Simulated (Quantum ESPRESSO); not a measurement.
ZnSiGa2N4, input and log of a self-consistent run

Computed values, not a measurement. The program is pw.x of Quantum ESPRESSO 7.5 (plane-wave density functional theory). The cell is made up: 8 atoms on a zincblende/diamond lattice, with randomly drawn elements, strain and displacements, not relaxed. PseudoDojo standard norm-conserving files (v0.5 for PBE, v0.4.1 for LDA and PBEsol) set the functional; there is no spin polarisation, spin-orbit coupling or dispersion term, and the masses in the input are unused placeholders.

Input:

```
&control calculation='scf', pseudo_dir='./dojo.nc.sr.pbe.v0_5.standard.upf', outdir='./o', disk_io='medium', tprnfor=.true., tstress=.true. /
&system ibrav=0, nat=8, ntyp=4, nbnd=41, ecutwfc=84.00895049, nosym=.true., tot_charge=0,
 occupations='smearing', smearing='fd', degauss=0.0018374661
/
&electrons conv_thr=7.350e-09, electron_maxstep=60, /
ATOMIC_SPECIES
Ga 1.0 Ga.upf
N 1.0 N.upf
Si 1.0 Si.upf
Zn 1.0 Zn.upf
CELL_PARAMETERS angstrom
4.4825 0.0 0.0
0.0 4.4825 0.0
0.0 0.0 4.4825
ATOMIC_POSITIONS angstrom
Zn -0.0481 -0.0069 0.0445
Si 0.0802 2.2328 2.2132
Ga 2.1551 -0.0242 2.2576
Ga 2.293 2.2474 0.0056
N 1.182 1.0905 1.0516
N 1.1851 3.3708 3.3651
N 3.3803 1.1161 3.3725
N 3.3039 3.3345 1.2104
K_POINTS automatic
4 4 4 1 1 1
```

The log is shortened where brackets say so; the opening notice, blank lines, dates and the lines on written files are dropped, and the path of the files is cut. It prints rydbergs, bohrs and kilobars, and counts compression as positive stress.

```
     Program PWSCF v.7.5
     Parallel version (MPI & OpenMP), running on       1 processor cores
     Number of MPI processes:                 1
     Threads/MPI process:                     1
     [start-up lines left out]
     bravais-lattice index     =            0
     lattice parameter (alat)  =       8.4707  a.u.
     unit-cell volume          =     607.7955 (a.u.)^3
     number of atoms/cell      =            8
     number of atomic types    =            4
     number of electrons       =        70.00
     number of Kohn-Sham states=           41
     kinetic-energy cutoff     =      84.0090  Ry
     charge density cutoff     =     336.0358  Ry
     scf convergence threshold =      7.3E-09
     mixing beta               =       0.7000
     number of iterations used =            8  plain     mixing
     Exchange-correlation= PBE
                           (   1   4   3   4   0   0   0)
     [axes and pseudopotential details left out]
   Cartesian axes
     site n.     atom                  positions (alat units)
         1        Zn     tau(   1) = (  -0.0107306  -0.0015393   0.0099275  )
         2        Si     tau(   2) = (   0.0178918   0.4981149   0.4937423  )
         3        Ga     tau(   3) = (   0.4807808  -0.0053988   0.5036475  )
         4        Ga     tau(   4) = (   0.5115449   0.5013720   0.0012493  )
         5        N      tau(   5) = (   0.2636921   0.2432794   0.2346012  )
         6        N      tau(   6) = (   0.2643837   0.7519911   0.7507195  )
         7        N      tau(   7) = (   0.7541104   0.2489905   0.7523703  )
         8        N      tau(   8) = (   0.7370664   0.7438929   0.2700279  )
     number of k points=    32  Fermi-Dirac smearing, width (Ry)=  0.0018
                       cart. coord. in units 2pi/alat
        k(    1) = (   0.1250000   0.1250000   0.1250000), wk =   0.0625000
        k(    2) = (   0.1250000   0.1250000   0.3750000), wk =   0.0625000
     [further k points left out]
     Dense  grid:    63077 G-vectors     FFT dimensions: (  50,  50,  50)
     Estimated max dynamical RAM per process >      84.11 MB
     Initial potential from superposition of free atoms
     starting charge      69.9939, renormalised to      70.0000
     Starting wfcs are   48 randomized atomic wfcs
     total cpu time spent up to now is        7.3 secs
     per-process dynamical memory:    47.3 Mb
     Self-consistent Calculation
     iteration #  1     ecut=    84.01 Ry     beta= 0.70
     Davidson diagonalization with overlap
     ethr =  1.00E-02,  avg # of iterations =  3.2
     total cpu time spent up to now is       23.2 secs
     total energy              =    -814.69559459 Ry
     estimated scf accuracy    <       2.03278539 Ry
     iteration #  2     ecut=    84.01 Ry     beta= 0.70
     Davidson diagonalization with overlap
     ethr =  2.90E-03,  avg # of iterations =  3.0
     total cpu time spent up to now is       36.0 secs
     total energy              =    -815.27346017 Ry
     estimated scf accuracy    <       2.10584001 Ry
     iteration #  3     ecut=    84.01 Ry     beta= 0.70
     Davidson diagonalization with overlap
     ethr =  2.90E-03,  avg # of iterations =  2.0
     total cpu time spent up to now is       48.6 secs
     total energy              =    -815.62500615 Ry
     estimated scf accuracy    <       0.02767709 Ry
     iteration #  4     ecut=    84.01 Ry     beta= 0.70
     Davidson diagonalization with overlap
     ethr =  3.95E-05,  avg # of iterations =  5.8
     total cpu time spent up to now is       67.7 secs
     total energy              =    -815.64058633 Ry
     estimated scf accuracy    <       0.00578565 Ry
     iteration #  5     ecut=    84.01 Ry     beta= 0.70
     Davidson diagonalization with overlap
     ethr =  8.27E-06,  avg # of iterations =  4.3
     total cpu time spent up to now is       79.8 secs
     total energy              =    -815.64087794 Ry
     estimated scf accuracy    <       0.00237906 Ry
     [iterations 6 to 8 left out]
     iteration #  9     ecut=    84.01 Ry     beta= 0.70
     Davidson diagonalization with overlap
     ethr =  1.90E-09,  avg # of iterations =  4.5
     total cpu time spent up to now is      133.5 secs
     total energy              =    -815.64100060 Ry
     estimated scf accuracy    <       0.00000562 Ry
     iteration # 10     ecut=    84.01 Ry     beta= 0.70
     Davidson diagonalization with overlap
     ethr =  1.90E-09,  avg # of iterations =  2.0
     total cpu time spent up to now is      146.5 secs
     total energy              =    -815.64100046 Ry
     estimated scf accuracy    <       0.00000123 Ry
     iteration # 11     ecut=    84.01 Ry     beta= 0.70
     Davidson diagonalization with overlap
     ethr =  1.76E-09,  avg # of iterations =  2.1
     total cpu time spent up to now is      162.4 secs
     total energy              =    -815.64100063 Ry
     estimated scf accuracy    <       0.00000004 Ry
     iteration # 12     ecut=    84.01 Ry     beta= 0.70
     Davidson diagonalization with overlap
     ethr =  5.02E-11,  avg # of iterations =  4.0
     total cpu time spent up to now is      176.2 secs
     total energy              =    -815.64100065 Ry
     estimated scf accuracy    <       0.00000001 Ry
     iteration # 13     ecut=    84.01 Ry     beta= 0.70
     Davidson diagonalization with overlap
     ethr =  1.45E-11,  avg # of iterations =  2.0
     total cpu time spent up to now is      186.4 secs
     End of self-consistent calculation
     [lines on levels left out]
!    total energy              =    -815.64100065 Ry
     estimated scf accuracy    <          5.0E-10 Ry
     smearing contrib. (-TS)   =      -0.00000000 Ry
     internal energy E=F+TS    =    -815.64100065 Ry
     The total energy is F=E-TS. E is the sum of the following terms:
     one-electron contribution =    -469.17749326 Ry
     hartree contribution      =     283.80253108 Ry
     xc contribution           =    -156.63698392 Ry
     ewald contribution        =    -473.62905455 Ry
     convergence has been achieved in  13 iterations
     Forces acting on atoms (cartesian axes, Ry/au):
     atom    1 type  4   force =    -0.00011576   -0.02320710   -0.00978650
     atom    2 type  3   force =    -0.04701153   -0.00318146    0.02483206
     atom    3 type  1   force =     0.07022302    0.04577514   -0.00359558
     atom    4 type  1   force =     0.00718711   -0.00409793   -0.01548029
     atom    5 type  2   force =    -0.06933276    0.09067628    0.09987530
     atom    6 type  2   force =    -0.10389022   -0.10493059   -0.04056287
     atom    7 type  2   force =     0.04434310    0.06763266   -0.09891962
     atom    8 type  2   force =     0.09859704   -0.06866700    0.04363751
     Total force =     0.299897     Total SCF correction =     0.000026
     Computing stress (Cartesian axis) and pressure
          total   stress  (Ry/bohr**3)                   (kbar)     P=        2.72
  -0.00009077   0.00009517  -0.00003743          -13.35       14.00       -5.51
   0.00009517   0.00007946  -0.00022093           14.00       11.69      -32.50
  -0.00003743  -0.00022093   0.00006675           -5.51      -32.50        9.82
     init_run     :      6.53s CPU      7.09s WALL (       1 calls)
     electrons    :    174.02s CPU    179.12s WALL (       1 calls)
     forces       :      1.91s CPU      1.94s WALL (       1 calls)
     stress       :      6.95s CPU      7.00s WALL (       1 calls)
     [timing details left out]
     PWSCF        :   3m 9.64s CPU   3m15.50s WALL
     JOB DONE.
```

In other units: free energy -11097.361 eV for the cell, pressure 0.27 GPa, largest force component 2.698 eV/Å. A rerun of this cell at 1437 eV and a 6 x 6 x 6 mesh moved values by no more than 0.004 eV in energy, 0.02 GPa in stress and 0.002 eV/Å in force.